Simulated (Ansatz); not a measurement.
Relaxing AlV

Computed with DFT PBEsol, scalar-relativistic, plane waves, PAW (Ansatz 0.2.0). Run with 420 eV cutoff, 12×10×10 k-mesh, Gaussian smearing of 0.10 eV, no spin polarisation.

What was changed: biaxial strain in the a-b plane, c and atoms relaxed: +4.0 %.

Input:

```yaml
crystal:
  lattice:
    - [3.6308625882, 0.0, 0.0]
    - [0.0, 4.0848246027, 0.0]
    - [0.0, 0.0, 3.9401780163]
  atoms:
    - { symbol: Al, position: [0.0, 0.0, 0.0] }
    - { symbol: Al, position: [0.5, 0.5, 0.0] }
    - { symbol: V, position: [0.5, 0.0, 0.5] }
    - { symbol: V, position: [0.0, 0.5, 0.5] }
basis:
  ecutwfc: 420
kpoints:
  mp_grid: { grid: [12, 10, 10] }
hamiltonian:
  xc: pbesol
scf:
  occupations: { method: gaussian, width: 0.1 }
output:
  forces: true
  stress: true
  eigenvalues: true
relax:
  adjacent_minimum: "off"
  f_tol: 0.008
  max_steps: 40
  cell: { stress_tol: 0.05, fix: [a, b, gamma] }
```

F is the free energy. Steps run on the plane waves of an earlier cell, but the last one, and at times one on the way, on a freshly chosen basis, so a repeated geometry can differ a little in energy. The held parts of the cell keep their stress, so P needn't end at zero.

Steps:

```tsv
step	F − F(1) (eV)	largest force component (eV/Å)	V (Å³/atom)	P (GPa)
1	0.0000	0.000	14.610	-7.31
2	-0.0050	0.000	14.452	-5.89
3	-0.0050	0.000	14.440	-5.77
4	-0.0048	0.000	14.440	-5.78
```

Relaxed structure:

```yaml
crystal:
  lattice:
    - [3.63086, 0.00000, 0.00000]
    - [0.00000, 4.08482, 0.00000]
    - [0.00000, 0.00000, 3.89447]
  atoms:
    - { symbol: Al, position: [0.00000, 0.00000, 0.00000] }
    - { symbol: Al, position: [0.50000, 0.50000, 0.00000] }
    - { symbol: V, position: [0.50000, 0.00000, 0.50000] }
    - { symbol: V, position: [0.00000, 0.50000, 0.50000] }
```

Symmetry: Cmmm, No. 65, orthorhombic system. The conventional cell has a = 3.631 Å, b = 4.085 Å, c = 3.894 Å, α = 90.00°, β = 90.00°, γ = 90.00°. Al (site symmetry mmm) is surrounded by 8 V at 2.66 to 2.82 Å and 4 Al at 2.73 Å. Around V (site symmetry mmm) lie 8 Al at 2.66 to 2.82 Å and 4 V at 2.73 Å.

The run converged. The run took roughly 70 core-seconds.